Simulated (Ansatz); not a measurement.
A: WC (WC type, space group P-6m2), a = b = 2.922 Å, c = 2.847 Å, α = β = 90.00°, γ = 120.00°
B: ZrO₂ (tetragonal-ZrO2 type, space group P4_2/nmc), a = b = 3.621 Å, c = 5.284 Å, α = β = γ = 90.00°
C: ZnO (wurtzite), a = b = 3.280 Å, c = 5.294 Å, α = β = 90.00°, γ = 120.00°
D: TiO₂ (rutile), a = b = 4.644 Å, c = 2.964 Å, α = β = γ = 90.00°

Scan: energy over volume and axial ratio (atoms clamped). All come from one method, each on a k mesh of its own. All were relaxed with their symmetry unable to fall. Spin-orbit coupling is left out. The PAW data are Ansatz's earlier set. This is a high-temperature form of ZrO2. TiO2 is run without spin polarisation. WC is run without spin polarisation. ZrO2 is run without spin polarisation.

Task: Rank these by modulus against c/a change at fixed volume, (3/4V)·∂²E/∂(ln c/a)² (fitted) (lowest first), as PBE (plane waves to 420 eV, PAW, scalar-relativistic; Ansatz, a program for electronic structure) gives it.

Result: C (100 GPa), D (130 GPa), B (152 GPa), A (355 GPa)

(A scan under strain: stresses follow from slopes of the energy per volume, elastic moduli from its curvatures.)
